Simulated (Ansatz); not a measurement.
The relaxed structure here is a generated cell of V3Si: the first start was made by a random draw of sites in a space group, and the end was not matched to a known phase here, so it may be hypothetical. Known forms of V3Si include space group No. 223.

The end point of a relaxation of V$_{3}$Si. Space group Im-3m (No. 229), AFLOW prototype A3B_cI8_229_b_a (as in H3S). Calculation: PBEsol (plane waves to 420 eV, PAW, scalar-relativistic; Ansatz, a quantum-chemistry and plane-wave program).

```cif
data_Si2V6
_chemical_formula_sum 'Si2 V6'
_space_group_name_H-M_alt 'Im-3m'
_space_group_IT_number 229
_space_group_name_Hall '-I 4 2 3'
_cell_length_a 4.85502
_cell_length_b 4.85502
_cell_length_c 4.85502
_cell_angle_alpha 90.000
_cell_angle_beta 90.000
_cell_angle_gamma 90.000
loop_
_atom_site_label
_atom_site_type_symbol
_atom_site_symmetry_multiplicity
_atom_site_Wyckoff_symbol
_atom_site_fract_x
_atom_site_fract_y
_atom_site_fract_z
_atom_site_occupancy
Si1 Si 2 a 0.00000 0.00000 0.00000 1
V1 V 6 b 0.00000 0.00000 0.50000 1
```
(The calculation used a cell of 4 atoms; values per cell refer to that cell.)

- Volume per atom = 14.30 Å³
- Band gap = zero (metallic)
- Magnetic moment = zero (the starting moments vanished)
- Shortest distances = Si–V 2.43 Å; V–V 2.43 Å
- k-mesh = 14×14×14

No spin polarisation in the result: the starting moments vanished. The relaxed primitive cell holds an odd number of electrons. A magnetic state may lie lower.

The run could not lose the symmetry of its start, so the end can be a saddle point.

All atoms sit on sites fixed by symmetry, so only the cell could relax.
